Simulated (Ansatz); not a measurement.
Relaxed SrO (rock salt):

```xyz
4
Lattice="0.0000 5.1950 5.1950 2.5975 0.0000 2.5975 2.5975 2.5975 0.0000" Properties=species:S:1:pos:R:3 pbc="T T T"
O      0.0000     0.0000     0.0000
O      2.5975     5.1950     2.5975
Sr     2.5975     2.5975     2.5975
Sr     2.5975     5.1950     5.1950
```

The atoms are displaced by Q × the pattern below (from a DFPT mode at L = (0.5, 0.0, 0.0), largest move 1; Q in Å), at fixed cell. It is one choice among 2 degenerate patterns. (q is in reciprocal vectors of the primitive cell; the cell shown is doubled to hold the pattern.)

```tsv
atom	x	y	z
O1	0.285	-0.520	0.805
O2	-0.285	0.520	-0.805
```

Atoms not listed stay in place.

Method: PBE (plane waves to 420 eV, PAW, scalar-relativistic; Ansatz, a program for electronic structure). k mesh 11×11×11 (Γ-centred), Fermi-Dirac smearing 0.05 eV. SrO was relaxed with its symmetry unable to fall. 

```
Q (Å)   −dE/dQ from forces (eV/Å)
------  -------------------------
-0.180                      1.432
-0.150                      1.184
-0.120                      0.941
-0.090                      0.703
-0.060                      0.467
-0.030                      0.233
0.000                       0.000
0.030                      -0.233
0.060                      -0.467
0.090                      -0.703
0.120                      -0.941
0.150                      -1.184
0.180                      -1.432
```

Problem. What harmonic wavenumber does the curvature at Q = 0 give?

Solution. 257 cm⁻¹. E″ = 7.76 eV/Å², M = Σ mᵢ|uᵢ|² = 32.0 u, ν̃ = 521.5·√(|E″|/M).

(A displaced cell: forces are minus the slopes of the energy, force constants its curvatures, and phonons follow from these.)
